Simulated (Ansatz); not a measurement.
BiTe: an elastic constant from a strain scan

These are results of Ansatz, DFT PBE, scalar-relativistic, plane waves, PAW, not measurements. Settings: plane waves to 420 eV, k-mesh 12×12×12 (Γ-centred), Gaussian smearing 0.15 eV. Spin–orbit coupling is left out, which can shift energies with elements as heavy as these. No spin polarisation. Energies are free energies at this smearing, counted from the undisturbed cell; pressure is positive in compression.

The undisturbed cell (as given, not relaxed at this level; it stands at 0.0 GPa, and it needn't be the usual structure):

```yaml
crystal:
  lattice:
    - [2.42271, 1.39875, 3.31729]
    - [-2.42271, 1.39875, 3.31729]
    - [0.00000, -2.79750, 3.31729]
  atoms:
    - { symbol: Bi, position: [0.50000, 0.50000, 0.50000] }
    - { symbol: Te, position: [0.00000, 0.00000, 0.00000] }
```

The cell is strained by ε times the Voigt pattern (0, 0, 0, 0, 1, 0) (xx, yy, zz, yz, xz, xy; engineering shear) with fractional coordinates fixed. The cell holds 2 atoms in V0 = 67.45 Å³. The stress column is τ = (1/V0) dE/dε, got from the stress tensor σ (compression positive) at each point as −det(1 + εP) σ : P(1 + εP)⁻¹, with P the pattern as a tensor.

```csv
ε,ΔE (meV/atom),τ (GPa)
-0.0875,21.560,-2.349
-0.0750,15.825,-2.010
-0.0625,10.980,-1.672
-0.0500,7.023,-1.336
-0.0375,3.947,-1.002
-0.0250,1.751,-0.667
-0.0125,0.437,-0.332
0.0000,0.000,0.000
0.0125,0.437,0.332
0.0250,1.751,0.667
0.0375,3.947,1.002
0.0500,7.023,1.336
0.0625,10.980,1.672
0.0750,15.825,2.010
0.0875,21.560,2.349
0.1000,?,?
```

Problem. Which combination of elastic constants does this scan measure, and how large is it?

Solution. For small ε, τ = τ0 + Kε with K = pᵀCp, which for this pattern is C55 in the Cartesian frame shown. The parabola through τ at ε = -0.0125, 0 and 0.0125 has slope K = 26.6 GPa at zero. The energies per cell, E = NΔE, of the same two points give K = 2[E(ε₊)/ε₊ − E(ε₋)/ε₋]/[(ε₊ − ε₋)V0] = 26.6 GPa, in agreement.

Problem. Predict the withheld row at ε = 0.1000 from the harmonic law, and compare.

Solution. ΔE = V0(τ0 ε + Kε²/2)/N = 27.981 meV/atom and τ = 2.66 GPa. The calculation gives 28.189 meV/atom and 2.69 GPa, a miss of 0.7 % of the harmonic energy, so the harmonic law still holds here.

In a metal these slopes depend on the k mesh and the smearing.